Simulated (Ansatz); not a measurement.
## Which element?

Cell vectors (Å):

```
 2.1595  1.2468  3.6855
-2.1595  1.2468  3.6855
 0.0000 -2.4935  3.6855
```

```tsv
atom	a	b	c
X	0.2360	0.2360	0.2360
X	0.7640	0.7640	0.7640
```

Theory: PBEsol, all-electron LAPW in Ansatz 0.2.0, scalar-relativistic. k mesh 12×12×12, fine mesh 16×16×16, Fermi-Dirac smearing of 0.100 eV, lines of 0.1 eV, Drude damping 0.2 eV.

Independent-particle optical response of a crystal from Kohn-Sham bands on the fine mesh with a Drude term, no local fields or excitons; Cartesian axes as in the cell vectors.

| Quantity | Value |
| --- | --- |
| Fine mesh | 16, 16, 16 |
| Line width | 0.1 eV |
| Drude damping | 0.2 eV |
| Further gaussian width | 0.3 eV |

```csv
photon energy (eV),dielectric imag xx
1.2,100.8
2.4,14.91
3.6,3.53
4.8,5.59
6,4.11
7.2,2.87
8.4,1.51
9.6,0.94
10.8,0.66
12,0.52
13.2,0.36
14.4,0.28
15.6,0.22
16.8,0.13
18,0.11
19.2,0.08
20.4,0.07
21.6,0.06
22.8,0.06
24,0.05
25.2,0.05
26.4,0.04
27.6,0.04
28.8,0.04
30,0.2
```

**Question.** All X atoms are one element. Which one was computed?

**Answer.** Sb; the crystal is Sb (R-3m).

Caveats: these sums move with the mesh, by several per cent and more for small sheets; Fermi surface not resolved by the mesh; spectra summed at the mesh points alone.
